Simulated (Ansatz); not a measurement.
An Ansatz (an electronic-structure program) run. Input:

Ansatz 0.2 input:
```yaml
crystal:
  lattice:
    - [0.0, 2.1167626516, 2.1167626516]
    - [2.1167626516, 0.0, 2.1167626516]
    - [2.1167626516, 2.1167626516, 0.0]
  atoms:
    - { symbol: Li, position: [0.0, 0.0, 0.0] }
kpoints:
  mp_grid: { grid: [35, 35, 35] }
hamiltonian:
  xc: lda
  pseudopotentials: { azcp: { folder: ./paw }, kind: paw }
scf:
  occupations: { method: fermi_dirac, width: 0.1 }
elastic: { mode: relaxed_ion, stencil: two_point, amplitude: 0.005, f_tol: 0.0005 }
```

Output (shortened):

```
Pseudopotential: Li, paw, valence charge 3
Functional definition: SPW92
Crystal: 1 atoms, lattice volume = 18.969 Å³
Basis set: ecut = 420 eV, 339 PW (Γ)
Bands: 6, of which v1, the nominal top of the filled ones, is band 2 counted from 1 (1 counted from 0)
Symmetry: 48 space group operations
Space group: Fm-3m (ITA 225), of the structure as read, at distance tolerance 2.7e-5 Å
k-points: 1140 of 42875
SCF iter   1: F=—  HF=-201.654280 eV  |F-HF|=—  |Δ(HF+E_count)|=         —  Δρ=5.99e-3  dr2=5.31e-3  ethr=3.10e-3  ⟨swp⟩=3.7  Hψ=51408  notcnv=0
preconditioner: auto → none
SCF iter   2: F=—  HF=-201.650546 eV  |F-HF|=—  |Δ(HF+E_count)|=   3.73e-3  Δρ=2.43e-3  dr2=1.01e-3  ethr=1.77e-4  ⟨swp⟩=2.4  Hψ=18751  notcnv=0  defer=4
SCF iter   3: F=—  HF=-201.650173 eV  |F-HF|=—  |Δ(HF+E_count)|=   3.74e-4  Δρ=1.60e-4  dr2=2.73e-6  ethr=3.37e-5  ⟨swp⟩=2.2  Hψ=11429  notcnv=0  defer=4
SCF iter   4: F=—  HF=-201.650182 eV  |F-HF|=—  |Δ(HF+E_count)|=   9.02e-6  Δρ=3.32e-6  dr2=8.52e-10  ethr=9.10e-8  ⟨swp⟩=2.4  Hψ=8513  notcnv=0  defer=4
SCF iter   5: F=—  HF=-201.650181 eV  |F-HF|=—  |Δ(HF+E_count)|=   1.82e-7  Δρ=7.61e-7  dr2=5.17e-11  ethr=2.84e-11  ⟨swp⟩=2.0  Hψ=8687  notcnv=0  defer=4
SCF iter   6: F=-201.650181 eV  HF=-201.650181 eV  |F-HF|=8.53e-14  |Δ(HF+E_count)|=  4.90e-11  Δρ=2.39e-8  dr2=5.55e-14  ethr=1.00e-12  ⟨swp⟩=2.7  Hψ=20579  notcnv=0
the search or the solves at the SCF's close seem to have found levels that the self-consistency loop had missed (the run counts 1) …
SCF 1 converged in 6 iterations: F = -201.650181 eV  dr2 = 5.55e-14
Crystal: 1 atoms, lattice volume = 18.874 Å³
Symmetry: 16 space group operations
k-points: 3078 of 42875
iter 1 solved again at ethr=1.27e-8 eV; its pass at ethr=3.10e-3 eV (dr2=3.81e-7 eV) is discarded
SCF iter   1: F=—  HF=-201.650156 eV  |F-HF|=—  |Δ(HF+E_count)|=         —  Δρ=4.16e-5  dr2=3.39e-7  ethr=1.27e-8  ⟨swp⟩=2.0  Hψ=185921  notcnv=0  defer=25
preconditioner: auto → none
SCF iter   2: F=—  HF=-201.650156 eV  |F-HF|=—  |Δ(HF+E_count)|=   2.76e-8  Δρ=2.05e-5  dr2=8.16e-8  ethr=1.13e-8  ⟨swp⟩=1.0  Hψ=18430  notcnv=0  defer=25
SCF iter   3: F=—  HF=-201.650156 eV  |F-HF|=—  |Δ(HF+E_count)|=   4.77e-9  Δρ=5.42e-7  dr2=2.67e-11  ethr=2.72e-9  ⟨swp⟩=2.0  Hψ=21508  notcnv=0  defer=25
SCF iter   4: F=—  HF=-201.650156 eV  |F-HF|=—  |Δ(HF+E_count)|=  5.02e-11  Δρ=6.83e-8  dr2=5.41e-13  ethr=8.88e-13 (applied; sched 1.00e-12)  ⟨swp⟩=2.1  Hψ=22338  notcnv=0  defer=25
SCF iter   5: F=-201.650156 eV  HF=-201.650156 eV  |F-HF|=2.84e-14  |Δ(HF+E_count)|=  4.55e-13  Δρ=3.55e-9  dr2=1.69e-15  ethr=1.00e-12  ⟨swp⟩=3.4  Hψ=39036  notcnv=0
SCF 2 converged in 5 iterations: F = -201.650156 eV  dr2 = 1.69e-15
Crystal: 1 atoms, lattice volume = 19.064 Å³
iter 1 solved again at ethr=2.22e-10 eV; its pass at ethr=3.10e-3 eV (dr2=6.66e-9 eV) is discarded
SCF iter   1: F=—  HF=-201.650154 eV  |F-HF|=—  |Δ(HF+E_count)|=         —  Δρ=4.09e-5  dr2=6.66e-9  ethr=2.22e-10  ⟨swp⟩=1.8  Hψ=182851  notcnv=0  defer=10
preconditioner: auto → none
SCF iter   2: F=—  HF=-201.650154 eV  |F-HF|=—  |Δ(HF+E_count)|=   3.81e-7  Δρ=2.05e-5  dr2=1.67e-9  ethr=2.22e-10  ⟨swp⟩=1.0  Hψ=18435  notcnv=0  defer=10
SCF iter   3: F=-201.650154 eV  HF=-201.650154 eV  |F-HF|=0.00e0  |Δ(HF+E_count)|=   1.27e-7  Δρ=8.37e-9  dr2=5.83e-15  ethr=1.00e-12  ⟨swp⟩=3.0  Hψ=55860  notcnv=0
SCF 3 converged in 3 iterations: F = -201.650154 eV  dr2 = 5.83e-15
Crystal: 1 atoms, lattice volume = 18.969 Å³
Symmetry: 8 space group operations
k-points: 5832 of 42875
iter 1 solved again at ethr=1.49e-8 eV; its pass at ethr=3.10e-3 eV (dr2=4.48e-7 eV) is discarded
SCF iter   1: F=—  HF=-201.650165 eV  |F-HF|=—  |Δ(HF+E_count)|=         —  Δρ=4.17e-5  dr2=3.86e-7  ethr=1.49e-8  ⟨swp⟩=2.0  Hψ=352111  notcnv=0  defer=37
preconditioner: auto → none
SCF iter   2: F=—  HF=-201.650165 eV  |F-HF|=—  |Δ(HF+E_count)|=   6.79e-8  Δρ=2.17e-5  dr2=1.06e-7  ethr=1.29e-8  ⟨swp⟩=1.0  Hψ=34934  notcnv=0  defer=37
SCF iter   3: F=—  HF=-201.650165 eV  |F-HF|=—  |Δ(HF+E_count)|=   2.58e-8  Δρ=1.98e-7  dr2=1.31e-12  ethr=3.53e-9  ⟨swp⟩=1.0  Hψ=34934  notcnv=0  defer=37
SCF iter   4: F=—  HF=-201.650165 eV  |F-HF|=—  |Δ(HF+E_count)|=  4.67e-11  Δρ=3.78e-8  dr2=2.69e-13  ethr=1.00e-12  ⟨swp⟩=4.1  Hψ=81213  notcnv=0
SCF iter   5: F=-201.650165 eV  HF=-201.650165 eV  |F-HF|=0.00e0  |Δ(HF+E_count)|=  2.56e-13  Δρ=1.95e-9  dr2=2.30e-16  ethr=1.00e-12  ⟨swp⟩=2.6  Hψ=67291  notcnv=0
SCF 4 converged in 5 iterations: F = -201.650165 eV  dr2 = 2.30e-16
Crystal: 1 atoms, lattice volume = 18.969 Å³
iter 1 solved again at ethr=1.12e-10 eV; its pass at ethr=3.10e-3 eV (dr2=3.37e-9 eV) is discarded
SCF iter   1: F=—  HF=-201.650165 eV  |F-HF|=—  |Δ(HF+E_count)|=         —  Δρ=2.93e-5  dr2=3.37e-9  ethr=1.12e-10  ⟨swp⟩=1.5  Hψ=345006  notcnv=0  defer=16
preconditioner: auto → none
SCF iter   2: F=—  HF=-201.650165 eV  |F-HF|=—  |Δ(HF+E_count)|=   1.94e-7  Δρ=1.46e-5  dr2=8.42e-10  ethr=1.12e-10  ⟨swp⟩=1.0  Hψ=34934  notcnv=0  defer=16
SCF iter   3: F=-201.650165 eV  HF=-201.650165 eV  |F-HF|=0.00e0  |Δ(HF+E_count)|=   6.47e-8  Δρ=4.15e-9  dr2=2.62e-15  ethr=1.00e-12  ⟨swp⟩=2.8  Hψ=102906  notcnv=0
SCF 5 converged in 3 iterations: F = -201.650165 eV  dr2 = 2.62e-15
SCF converged after 6 iterations
Free energy (F): -201.650181 eV
Harris-Foulkes:  -201.650181 eV  (|F-HF|=8.53e-14)
Internal energy: -201.634204 eV  (E = F + TS)
E sigma→0 (E₀):  -201.642193 eV
Entropy (-TS):   -0.015978 eV (-15.978 meV/atom)
Fermi energy:    1.092217 eV
--- Per-component energies (eV) ---
  E_band       = -89.035773
  E_kinetic    = 15.837248
  E_local      = -137.641974  (includes V_loc(G=0)·N_el)
  E_nonlocal   = -19.525511
  E_hartree    = 39.491283
  E_xc         = -8.202739
  E_vxc        = -10.680964  (∫ρ·V_xc dr)
  E_paw        = -21.416794  (= ΣΔE_a)
  E_vpaw       = -16.007392  (= ΣTr[D̂ρ^β])
  E_aug_tail   = 0.000254  (compensation charges beyond the density's cutoff)
  E_ewald      = -70.175971
  E_smearing   = -0.015978  (= −TS)
  E_closure    = 0.000000  (closes the sum)
  Σ components = -201.650181   (vs F -201.650181, Δ=0.00e0)
  [band-id]    e_kinetic+e_local+e_nonlocal+2·e_hartree+e_vxc+e_vpaw+e_augmentation_tail = -89.035772   (vs E_band -89.035773, Δ=1.10e-6)
--- Forces (eV/Å), atoms counted from 1 ---
  atom   1  Li     0.00000000     0.00000000     0.00000000
  max |Σ_I F_I| component: 0.0 eV/Å
--- Stress (GPa, compression-positive) ---
       -0.001752       0.000000       0.000000
        0.000000      -0.001752       0.000000
        0.000000       0.000000      -0.001752
  P = ⅓ Tr σ = -0.0018 GPa (-0.018 kbar)
--- Band table (eV; the first three rows and the last of 1140) ---
  k-point 0: bands = ["-44.4005", "-2.4860", "15.8796", "15.8796", "15.8796", "20.1187"]
  k-point 1: bands = ["-44.4002", "-2.4713", "15.7101", "15.8436", "15.8436", "19.8067"]
  k-point 2: bands = ["-44.3996", "-2.4274", "15.2306", "15.7429", "15.7429", "19.4646"]
  k-point 1139: bands = ["-44.3659", "4.5809", "4.6945", "5.7724", "10.3684", "18.7159"]
--- Elastic constants: 2 strain directions × 2 members + reference (group order 48) ---
  dense FFT box of the reference and of every strained cell: 24×24×24
  strains applied: 11, 23; error gains: componentwise 1.00 (the most a stress slope's error grows in a printed constant), spectral 1.73 (1 for all six strains …
  C = ∂σ_k/∂η_j (tension-positive GPa; Voigt order 11 22 33 23 13 12):
        17.658     13.563     13.563      0.000      0.000      0.000
        13.563     17.658     13.563      0.000      0.000      0.000
        13.563     13.563     17.658      0.000      0.000      0.000
         0.000      0.000      0.000     10.911      0.000      0.000
         0.000      0.000      0.000      0.000     10.911      0.000
         0.000      0.000      0.000      0.000      0.000     10.911
  reference stress σ⁰ (GPa):      0.002      0.002      0.002      0.000      0.000      0.000
  C* (energy form; C + prestress term) asymmetry max|C*_kj − C*_jk| = 8.882e-15 GPa — a small one proves nothing (zero by symmetry where the batch's group is …
  moduli (Voigt/Reuss/Hill, GPa): K = 14.93/14.93/14.93   G = 7.37/3.99/5.68   E = 15.12   ν = 0.331
  mechanically stable: yes (min eigenvalue of sym C = 4.10 GPa)
  where every solve meets its electron count the energy-path curvature estimates C_jj along a normal strain and C_jj − ¼(σ⁰_aa + σ⁰_bb) along a shear (ab), of …
  strain η (Voigt 11):  stress-route row diagonal C_11 = 17.66 GPa, energy-path curvature d²(F+E_count+ΔE)/dδ²/Ω₀ = 17.66 GPa
         δ    σ_11 (GPa)             F (eV)   n_scf  n_hpsi   n_pw
    -5.000e-3      -0.0871        -201.6501562       5  319981    380   relax 0 steps, max|allowed force component| 0.00e0 eV/Å
     5.000e-3       0.0895        -201.6501544       3  290034    384   relax 0 steps, max|allowed force component| 0.00e0 eV/Å
  strain η (Voigt 23):  stress-route row diagonal C_44 = 10.91 GPa, energy-path curvature d²(F+E_count+ΔE)/dδ²/Ω₀ = 10.91 GPa
         δ    σ_23 (GPa)             F (eV)   n_scf  n_hpsi   n_pw
    -5.000e-3      -0.0546        -201.6501653       5  632575    383   relax 0 steps, max|allowed force component| 0.00e0 eV/Å
     5.000e-3       0.0546        -201.6501653       3  544896    383   relax 0 steps, max|allowed force component| 0.00e0 eV/Å
```

Cost: about 5 core-minutes (a rough figure) on shared cores.

The workflow started from a Materials Project entry (that database holds measured and hypothetical structures alike); the Crystallography Open Database files this formula in space group No. 225, but the cells were not matched. It is not the phase usual at ambient conditions (space group No. 229). Symmetry was held in the LDA relaxation; whether a distortion lowers the energy is not shown. As this level gives no gap, shear constants depend on the k-mesh and smearing (Fermi–Dirac, 0.1 eV here).

Potentials: the earlier of the program's two PAW sets. The files were generated under PBE; for other functionals the program regenerates the frozen cores, and for LDA and PBEsol the local potential too.

Ansatz is a plane-wave DFT program.
